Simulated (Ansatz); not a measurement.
CsGeBr3:
```xyz
5
Lattice="5.5333 0.0000 0.0000 0.0000 5.5333 0.0000 0.0000 0.0000 5.5333" Properties=species:S:1:pos:R:3 pbc="T T T"
Cs     0.0000     0.0000     0.0000
Ge     2.7667     2.7667     2.7667
Br     2.7667     2.7667     0.0000
Br     0.0000     2.7667     2.7667
Br     2.7667     0.0000     2.7667
```

Relaxed with r²SCAN. Special points in fractions of this cell's reciprocal vectors: Γ (0.000, 0.000, 0.000); X (0.000, 0.500, 0.000); M (0.500, 0.500, 0.000); R (0.500, 0.500, 0.500).

### Question
List the band energies nearest the valence-band maximum at these points for plane-wave PAW r²SCAN (Ansatz code).

### Answer
In eV from the valence-band maximum; about four levels below and three above (degenerate sets whole), none deeper than 8.9 eV; points with the same levels are listed once.

| k | below | above |
|---|---|---|
| Γ | -2.87 -2.87 -2.87 -2.61 -2.61 -2.61 | 3.52 4.01 4.01 |
| X | -3.07 -2.83 -2.83 -1.94 | 1.60 5.05 5.24 5.24 |
| M | -3.19 -3.19 -3.17 -2.22 -0.96 | 1.20 1.20 4.86 |
| R | -2.20 -2.20 -2.20 0.00 | 0.69 0.69 0.69 |

Space group Pm-3m (cubic perovskite). The first step of the workflow began from a Materials Project structure, measured or hypothetical; the Crystallography Open Database copy checked does not list it. Its standing as an ambient phase is unchecked. The cell was relaxed with r²SCAN under the symmetry of its start; its stability against distortions is not shown here. Spin–orbit coupling is left out wherever it is not named.

Potentials: the later of the program's two PAW sets.
